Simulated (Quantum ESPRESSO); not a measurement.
Zn3AlOF7, one run as intended and one with a planted mistake

A calculation, not a measurement. The program is pw.x of Quantum ESPRESSO 7.5 (plane-wave density functional theory). The cell is made up: 12 atoms on a rutile lattice, with randomly drawn elements, strain and displacements, not relaxed. PseudoDojo standard norm-conserving files (v0.5 for PBE, v0.4.1 for LDA and PBEsol) set the functional; there is no spin polarisation, spin-orbit coupling or dispersion term, and the masses in the input are unused placeholders.

Intended input:

```
&control calculation='scf', pseudo_dir='./dojo.nc.sr.pbe.v0_5.standard.upf', outdir='./o', disk_io='low', tprnfor=.true., tstress=.true. /
&system ibrav=0, nat=12, ntyp=4, nbnd=65, ecutwfc=84.00895049, nosym=.true., tot_charge=0,
 occupations='smearing', smearing='fd', degauss=0.0018374661
/
&electrons conv_thr=7.350e-09, electron_maxstep=60, /
ATOMIC_SPECIES
Al 1.0 Al.upf
F 1.0 F.upf
O 1.0 O.upf
Zn 1.0 Zn.upf
CELL_PARAMETERS angstrom
4.8399 -0.0502 -0.0147
-0.0502 4.7972 0.0086
-0.0196 0.0114 6.4458
ATOMIC_POSITIONS angstrom
Zn 0.0994 -0.0596 -0.0165
Zn 2.3667 2.3043 1.764
Zn -0.0737 0.0361 3.2531
Al 2.3014 2.5127 4.8101
O 1.566 1.4768 0.0267
F 3.3158 3.4 0.0749
F 3.7607 0.9918 1.6157
F 1.1077 3.8001 1.7002
F 1.4145 1.4399 3.178
F 3.2571 3.2399 3.1986
F 3.8938 0.9332 4.8997
F 1.0389 3.8928 4.8659
K_POINTS automatic
5 5 4 1 1 1
```

The log is shortened where brackets say so; the opening notice, blank lines, dates and the lines on written files are dropped, and the path of the files is cut. It prints rydbergs, bohrs and kilobars, and counts compression as positive stress. Where no state is partly filled, the Fermi energy that it prints is only some level between the filled and the empty states on the mesh, and need not lie in the true gap.

Log of the intended run:

```
     Program PWSCF v.7.5
     Parallel version (MPI & OpenMP), running on       4 processor cores
     Number of MPI processes:                 4
     Threads/MPI process:                     1
     [start-up lines left out]
     bravais-lattice index     =            0
     lattice parameter (alat)  =       9.1466  a.u.
     unit-cell volume          =    1009.8228 (a.u.)^3
     number of atoms/cell      =           12
     number of atomic types    =            4
     number of electrons       =       118.00
     number of Kohn-Sham states=           65
     kinetic-energy cutoff     =      84.0090  Ry
     charge density cutoff     =     336.0358  Ry
     scf convergence threshold =      7.3E-09
     mixing beta               =       0.7000
     number of iterations used =            8  plain     mixing
     Exchange-correlation= PBE
                           (   1   4   3   4   0   0   0)
     [axes and pseudopotential details left out]
   Cartesian axes
     site n.     atom                  positions (alat units)
         1        Zn     tau(   1) = (   0.0205364  -0.0123136  -0.0034090  )
         2        Zn     tau(   2) = (   0.4889692   0.4760771   0.3644491  )
         3        Zn     tau(   3) = (  -0.0152267   0.0074584   0.6721027  )
         4        Al     tau(   4) = (   0.4754779   0.5191333   0.9937848  )
         5        O      tau(   5) = (   0.3235415   0.3051125   0.0055163  )
         6        F      tau(   6) = (   0.6850568   0.7024528   0.0154746  )
         7        F      tau(   7) = (   0.7769748   0.2049096   0.3338097  )
         8        F      tau(   8) = (   0.2288550   0.7851150   0.3512677  )
         9        F      tau(   9) = (   0.2922410   0.2974888   0.6565868  )
        10        F      tau(  10) = (   0.6729291   0.6693756   0.6608428  )
        11        F      tau(  11) = (   0.8044738   0.1928026   1.0122965  )
        12        F      tau(  12) = (   0.2146407   0.8042672   1.0053133  )
     number of k points=    50  Fermi-Dirac smearing, width (Ry)=  0.0018
                       cart. coord. in units 2pi/alat
        k(    1) = (   0.1013471   0.1017880   0.0939913), wk =   0.0400000
        k(    2) = (   0.1019138   0.1014574   0.2817198), wk =   0.0400000
     [further k points left out]
     Dense  grid:   105117 G-vectors     FFT dimensions: (  54,  54,  72)
     Estimated max dynamical RAM per process >     344.27 MB
     Estimated total dynamical RAM >       1.27 GB
     Initial potential from superposition of free atoms
     starting charge     117.9971, renormalised to     118.0000
     Starting wfcs are   66 randomized atomic wfcs
     total cpu time spent up to now is        4.5 secs
     per-process dynamical memory:   275.0 Mb
     Self-consistent Calculation
     iteration #  1     ecut=    84.01 Ry     beta= 0.70
     Davidson diagonalization with overlap
     ethr =  1.00E-02,  avg # of iterations =  3.9
     total cpu time spent up to now is       15.3 secs
     total energy              =   -1636.82229532 Ry
     estimated scf accuracy    <       1.95077623 Ry
     iteration #  2     ecut=    84.01 Ry     beta= 0.70
     Davidson diagonalization with overlap
     ethr =  1.65E-03,  avg # of iterations =  3.3
     total cpu time spent up to now is       26.7 secs
     total energy              =   -1635.99651564 Ry
     estimated scf accuracy    <       7.90762238 Ry
     [iterations 3 to 10 left out]
     iteration # 11     ecut=    84.01 Ry     beta= 0.70
     Davidson diagonalization with overlap
     ethr =  1.63E-09,  avg # of iterations =  3.0
     total cpu time spent up to now is      118.7 secs
     total energy              =   -1637.74666358 Ry
     estimated scf accuracy    <       0.00000033 Ry
     iteration # 12     ecut=    84.01 Ry     beta= 0.70
     Davidson diagonalization with overlap
     ethr =  2.83E-10,  avg # of iterations =  2.1
     total cpu time spent up to now is      127.7 secs
     End of self-consistent calculation
     [lines on levels left out]
     the Fermi energy is     6.7879 ev
!    total energy              =   -1637.74666363 Ry
     estimated scf accuracy    <          4.9E-09 Ry
     smearing contrib. (-TS)   =      -0.00000000 Ry
     internal energy E=F+TS    =   -1637.74666363 Ry
     The total energy is F=E-TS. E is the sum of the following terms:
     one-electron contribution =   -1274.41599741 Ry
     hartree contribution      =     682.14206434 Ry
     xc contribution           =    -222.98778118 Ry
     ewald contribution        =    -822.48494937 Ry
     convergence has been achieved in  12 iterations
     Forces acting on atoms (cartesian axes, Ry/au):
     atom    1 type  4   force =     0.03214383    0.06033869    0.05094563
     atom    2 type  4   force =    -0.02893118   -0.02180975   -0.15825775
     atom    3 type  4   force =     0.00166742    0.01569356   -0.03831797
     atom    4 type  1   force =    -0.02610848   -0.06830720    0.12630743
     atom    5 type  3   force =    -0.00389092    0.02368746   -0.08900514
     atom    6 type  2   force =     0.01461723    0.00057882   -0.06894402
     atom    7 type  2   force =     0.05999033   -0.05194709    0.03734214
     atom    8 type  2   force =    -0.05914136    0.04409817    0.02482375
     atom    9 type  2   force =    -0.00393786    0.00596942    0.09819416
     atom   10 type  2   force =     0.01077539    0.01166176    0.11146969
     atom   11 type  2   force =    -0.02440279    0.02137848   -0.04857993
     atom   12 type  2   force =     0.02721838   -0.04134234   -0.04597798
     Total force =     0.337949     Total SCF correction =     0.000237
     Computing stress (Cartesian axis) and pressure
          total   stress  (Ry/bohr**3)                   (kbar)     P=      -66.23
  -0.00030580  -0.00006781   0.00003256          -44.98       -9.98        4.79
  -0.00006781  -0.00036097   0.00007790           -9.98      -53.10       11.46
   0.00003256   0.00007790  -0.00068392            4.79       11.46     -100.61
     init_run     :      4.26s CPU      4.44s WALL (       1 calls)
     electrons    :    122.78s CPU    123.26s WALL (       1 calls)
     forces       :      2.05s CPU      2.06s WALL (       1 calls)
     stress       :      6.30s CPU      6.42s WALL (       1 calls)
     [timing details left out]
     PWSCF        :   2m15.53s CPU   2m16.38s WALL
     JOB DONE.
```

A second run has one planted mistake: the self-consistency threshold is too loose. The input lines that differ, file-writing options aside:

```
- &electrons conv_thr=7.350e-09, electron_maxstep=60, /
+ &electrons conv_thr=2.205e-02, electron_maxstep=60, /
```

Its log:

```
     Program PWSCF v.7.5
     Parallel version (MPI & OpenMP), running on       4 processor cores
     Number of MPI processes:                 4
     Threads/MPI process:                     1
     [start-up lines left out]
     bravais-lattice index     =            0
     lattice parameter (alat)  =       9.1466  a.u.
     unit-cell volume          =    1009.8228 (a.u.)^3
     number of atoms/cell      =           12
     number of atomic types    =            4
     number of electrons       =       118.00
     number of Kohn-Sham states=           65
     kinetic-energy cutoff     =      84.0090  Ry
     charge density cutoff     =     336.0358  Ry
     scf convergence threshold =      2.2E-02
     mixing beta               =       0.7000
     number of iterations used =            8  plain     mixing
     Exchange-correlation= PBE
                           (   1   4   3   4   0   0   0)
     [axes and pseudopotential details left out]
   Cartesian axes
     site n.     atom                  positions (alat units)
         1        Zn     tau(   1) = (   0.0205364  -0.0123136  -0.0034090  )
         2        Zn     tau(   2) = (   0.4889692   0.4760771   0.3644491  )
         3        Zn     tau(   3) = (  -0.0152267   0.0074584   0.6721027  )
         4        Al     tau(   4) = (   0.4754779   0.5191333   0.9937848  )
         5        O      tau(   5) = (   0.3235415   0.3051125   0.0055163  )
         6        F      tau(   6) = (   0.6850568   0.7024528   0.0154746  )
         7        F      tau(   7) = (   0.7769748   0.2049096   0.3338097  )
         8        F      tau(   8) = (   0.2288550   0.7851150   0.3512677  )
         9        F      tau(   9) = (   0.2922410   0.2974888   0.6565868  )
        10        F      tau(  10) = (   0.6729291   0.6693756   0.6608428  )
        11        F      tau(  11) = (   0.8044738   0.1928026   1.0122965  )
        12        F      tau(  12) = (   0.2146407   0.8042672   1.0053133  )
     number of k points=    50  Fermi-Dirac smearing, width (Ry)=  0.0018
                       cart. coord. in units 2pi/alat
        k(    1) = (   0.1013471   0.1017880   0.0939913), wk =   0.0400000
        k(    2) = (   0.1019138   0.1014574   0.2817198), wk =   0.0400000
     [further k points left out]
     Dense  grid:   105117 G-vectors     FFT dimensions: (  54,  54,  72)
     Estimated max dynamical RAM per process >     344.27 MB
     Estimated total dynamical RAM >       1.27 GB
     Initial potential from superposition of free atoms
     starting charge     117.9971, renormalised to     118.0000
     Starting wfcs are   66 randomized atomic wfcs
     total cpu time spent up to now is        4.4 secs
     per-process dynamical memory:   275.0 Mb
     Self-consistent Calculation
     iteration #  1     ecut=    84.01 Ry     beta= 0.70
     Davidson diagonalization with overlap
     ethr =  1.00E-02,  avg # of iterations =  3.9
     total cpu time spent up to now is       14.9 secs
     total energy              =   -1636.82229532 Ry
     estimated scf accuracy    <       1.95077623 Ry
     iteration #  2     ecut=    84.01 Ry     beta= 0.70
     Davidson diagonalization with overlap
     ethr =  1.65E-03,  avg # of iterations =  3.3
     total cpu time spent up to now is       26.4 secs
     total energy              =   -1635.99651564 Ry
     estimated scf accuracy    <       7.90762238 Ry
     [iterations 3 to 4 left out]
     iteration #  5     ecut=    84.01 Ry     beta= 0.70
     Davidson diagonalization with overlap
     ethr =  1.52E-04,  avg # of iterations =  2.2
     total cpu time spent up to now is       54.9 secs
     total energy              =   -1637.74272383 Ry
     estimated scf accuracy    <       0.05031897 Ry
     iteration #  6     ecut=    84.01 Ry     beta= 0.70
     Davidson diagonalization with overlap
     ethr =  4.26E-05,  avg # of iterations =  4.5
     total cpu time spent up to now is       64.4 secs
     End of self-consistent calculation
     [lines on levels left out]
     the Fermi energy is     6.6812 ev
!    total energy              =   -1637.74325642 Ry
     estimated scf accuracy    <       0.00577568 Ry
     smearing contrib. (-TS)   =      -0.00000000 Ry
     internal energy E=F+TS    =   -1637.74325642 Ry
     The total energy is F=E-TS. E is the sum of the following terms:
     one-electron contribution =   -1274.34247560 Ry
     hartree contribution      =     682.09564096 Ry
     xc contribution           =    -223.01147241 Ry
     ewald contribution        =    -822.48494937 Ry
     convergence has been achieved in   6 iterations
     Forces acting on atoms (cartesian axes, Ry/au):
     atom    1 type  4   force =     0.03822298    0.06377028    0.04948998
     atom    2 type  4   force =    -0.02690873   -0.02496527   -0.15738893
     atom    3 type  4   force =     0.00300177    0.01798476   -0.03509893
     atom    4 type  1   force =    -0.02616999   -0.06736421    0.12283456
     atom    5 type  3   force =    -0.00434869    0.02391311   -0.08885964
     atom    6 type  2   force =     0.01027493   -0.00343371   -0.06674312
     atom    7 type  2   force =     0.05633629   -0.04884902    0.02742217
     atom    8 type  2   force =    -0.05605188    0.04093908    0.01623110
     atom    9 type  2   force =    -0.00418333    0.00506195    0.09627476
     atom   10 type  2   force =     0.00933240    0.00981416    0.10733244
     atom   11 type  2   force =    -0.02687465    0.02446098   -0.03645587
     atom   12 type  2   force =     0.02736891   -0.04133211   -0.03503851
     Total force =     0.328289     Total SCF correction =     0.362301
     SCF correction compared to forces is large: reduce conv_thr to get better values
     Computing stress (Cartesian axis) and pressure
          total   stress  (Ry/bohr**3)                   (kbar)     P=      -69.36
  -0.00033003  -0.00003170   0.00002175          -48.55       -4.66        3.20
  -0.00003170  -0.00039834   0.00007543           -4.66      -58.60       11.10
   0.00002175   0.00007543  -0.00068611            3.20       11.10     -100.93
     init_run     :      4.16s CPU      4.32s WALL (       1 calls)
     electrons    :     59.68s CPU     59.99s WALL (       1 calls)
     forces       :      1.93s CPU      1.93s WALL (       1 calls)
     stress       :      6.22s CPU      6.22s WALL (       1 calls)
     [timing details left out]
     PWSCF        :   1m12.20s CPU   1m12.70s WALL
     JOB DONE.
```

|  | intended run | run with the mistake |
| --- | --- | --- |
| free energy (eV) | -22282.679 | -22282.632 |
| smearing term -TS (eV) | 0.0000 | 0.0000 |
| pressure (GPa) | -6.62 | -6.94 |
| largest force component (eV/Å) | 4.069 | 4.047 |
| largest change of a force component (eV/Å) |  | 0.312 |
| iterations | 12 | 6 |

For scale, a rerun of the intended cell at 1437 eV and a 7 x 7 x 6 mesh moved values by no more than 0.004 eV in energy, 0.02 GPa in stress and 0.002 eV/Å in force.